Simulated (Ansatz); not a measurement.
One stationary structure of AlRu. Space group Pm-3m (No. 221), CsCl type. Computed with PBEsol (plane waves to 420 eV, PAW, scalar-relativistic; Ansatz, a quantum-chemistry and plane-wave program).

```cif
data_AlRu
_chemical_formula_sum 'Ru1 Al1'
_space_group_name_H-M_alt 'Pm-3m'
_space_group_IT_number 221
_space_group_name_Hall '-P 4 2 3'
_cell_length_a 2.97640
_cell_length_b 2.97640
_cell_length_c 2.97640
_cell_angle_alpha 90.000
_cell_angle_beta 90.000
_cell_angle_gamma 90.000
loop_
_atom_site_label
_atom_site_type_symbol
_atom_site_symmetry_multiplicity
_atom_site_Wyckoff_symbol
_atom_site_fract_x
_atom_site_fract_y
_atom_site_fract_z
_atom_site_occupancy
Ru1 Ru 1 a 0.00000 0.00000 0.00000 1
Al1 Al 1 b 0.50000 0.50000 0.50000 1
```

```json
{
 "volume_per_atom": "13.18 Å³",
 "band_gap": "no gap (metallic)",
 "shortest_distances": "Al–Ru 2.58 Å; Al–Al 2.98 Å; Ru–Ru 2.98 Å",
 "k-mesh": "16×16×16"
}
```

Band energies at high-symmetry points (eV from the Fermi level; labels of this space group; no spin-orbit coupling), from −5 eV up to 3.8 eV:

```json
[
 {"point": "Γ", "energies": "-3.69 -3.69 0.18 0.18 0.18"},
 {"point": "X", "energies": "-2.88 -1.65 -1.65 0.44 2.32"},
 {"point": "M", "energies": "-3.17 -1.40 -1.40 -1.21 -1.21 1.55"},
 {"point": "R", "energies": "-4.73 -4.73 -4.73 1.64 1.64 2.67"}
]
```

No spin polarisation in the result.

The run could not lose the symmetry of its start; a randomly shaken copy of 4 atoms returns to this structure.
